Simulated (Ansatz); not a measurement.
Total density of states per atom from plane-wave PAW PBE (Ansatz code), in 0.25 eV bins, energy from the Fermi level:

(E (eV), states/eV/atom): (-7.85, 0.16); (-7.60, 0.18); (-7.35, 0.21); (-7.10, 0.24); (-6.85, 0.26); (-6.60, 0.30); (-6.35, 0.37); (-6.10, 0.38); (-5.85, 0.37); (-5.60, 0.38); (-5.35, 0.38); (-5.10, 0.38); (-4.85, 0.38); (-4.60, 0.35); (-4.35, 0.36); (-4.10, 0.40); (-3.85, 0.33); (-3.60, 0.34); (-3.35, 0.36); (-3.10, 0.35); (-2.85, 0.38); (-2.60, 0.37); (-2.35, 0.40); (-2.10, 0.40); (-1.85, 0.40); (-1.60, 0.42); (-1.35, 0.44); (-1.10, 0.48); (-0.85, 0.51); (-0.60, 0.51); (-0.35, 0.51); (-0.10, 0.50); (0.15, 0.48); (0.40, 0.50); (0.65, 0.47); (0.90, 0.39); (1.15, 0.39); (1.40, 0.36); (1.65, 0.33); (1.90, 0.32); (2.15, 0.31); (2.40, 0.30); (2.65, 0.32); (2.90, 0.34); (3.15, 0.38); (3.40, 0.43); (3.65, 0.47); (3.90, 0.45); (4.15, 0.48); (4.40, 0.59); (4.65, 0.68)

Q: Which of these materials gives this?
A. GaN, CsCl type
B. TaAl, L1₀ or tetragonal B2
C. OsC, CsCl type
D. AlP, CsCl type

A: D, AlP, CsCl type. Within 0.5 eV of the Fermi level: P 3p 56 %, Al 3p 22 %, Al 3s 15 %. Projections are on Löwdin-orthogonalised atomic valence shells; empty p or d shells of many metals are not among them.

Space group Pm-3m (CsCl type). The start of the workflow was typed in or built on a structure type; neither database checked (COD, Materials Project) lists it. It is not the phase usual at ambient conditions (space group No. 216). Symmetry was held in the PBE relaxation; whether a distortion lowers the energy is not shown. The volume moved by 20 % from the start of the relaxation.

Potentials: the earlier of the program's two PAW sets.
